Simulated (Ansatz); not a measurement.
BiB:
Space group P-6m2 (No. 187); a = 3.5831 Å, b = 3.5831 Å, c = 3.3266 Å, α = 90.00°, β = 90.00°, γ = 120.00°

```csv
atom,site,symmetry,x,y,z
B,1a,-6m2,0.0000,0.0000,0.0000
Bi,1f,-6m2,0.6667,0.3333,0.5000
```

This is the PBEsol-relaxed structure.

Question: All from PBEsol in the plane-wave PAW code Ansatz, unless another level is named. Give the electronic character.

Answer: metallic (no gap).

Question: Predict the formation energy from the elements (no fitted shifts).

Answer: 1.33 eV/atom.

Question: Next, the density of states at the Fermi level?

Answer: 0.46 states/eV per atom (mean over ±0.08 eV).

A made-up cell: these elements were put on the sites of a structure type; neither database checked (COD, Materials Project) lists it. Whether it is the stable phase at ambient conditions was not checked. The cell was relaxed with PBEsol under the symmetry of its start; of distortions, only those at the zone centre were tested. The references are the lowest solids computed at this level, not always the standard phases. Scalar-relativistic: spin–orbit coupling is off unless named, which matters more the heavier the elements.

Potentials: the later of the program's two PAW sets.
